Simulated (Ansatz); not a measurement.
BaNbHO$_{2}$:
```cif
data_HBaNbO2
_chemical_formula_sum 'Ba1 Nb1 O2 H1'
_space_group_name_H-M_alt 'P 1'
_space_group_IT_number 1
_cell_length_a 4.10610
_cell_length_b 4.10610
_cell_length_c 3.91528
_cell_angle_alpha 90.000
_cell_angle_beta 90.000
_cell_angle_gamma 90.000
loop_
_space_group_symop_operation_xyz
  'x, y, z'
loop_
_atom_site_label
_atom_site_type_symbol
_atom_site_fract_x
_atom_site_fract_y
_atom_site_fract_z
_atom_site_occupancy
Ba1 Ba 0.50000 0.50000 0.50000 1
Nb1 Nb 0.00000 0.00000 0.00000 1
O1 O 0.50000 0.00000 0.00000 1
O2 O 0.00000 0.50000 0.00000 1
H1 H 0.00000 0.00000 0.50000 1
```

Relaxed with PBEsol.

Problem. Decompose the optical modes at the zone centre into irreducible representations, and say which are infrared and Raman allowed.

Solution. Point group 4/mmm: Γ_opt = 3A2u + B2u + 4Eu. Infrared: A2u, Eu. Raman: none.

Problem. Assign frequencies (DFPT, the program Ansatz at the PBEsol level (PAW)).

Solution. A2u 129, Eu 143, Eu 346, B2u 361, A2u 401, Eu 509, Eu 556, A2u 1372 cm⁻¹.

Subscripts of B labels follow the axes of the standard setting.

Space group P4/mmm. The start of the workflow was typed in or built on a structure type; neither database checked (COD, Materials Project) lists it. Its standing as an ambient phase is unchecked. Symmetry was held in the PBEsol relaxation; its stability against distortions is not shown here. The workflow began spin-polarised and lost its moments. As this level gives no gap, phonon frequencies hold no LO–TO term and depend on the k-mesh and smearing (Fermi–Dirac, 0.1 eV here). Spin–orbit coupling is left out wherever it is not named.

Potentials: the earlier of the program's two PAW sets. The files were generated under PBE; for other functionals the program regenerates the frozen cores, and for LDA and PBEsol the local potential too.
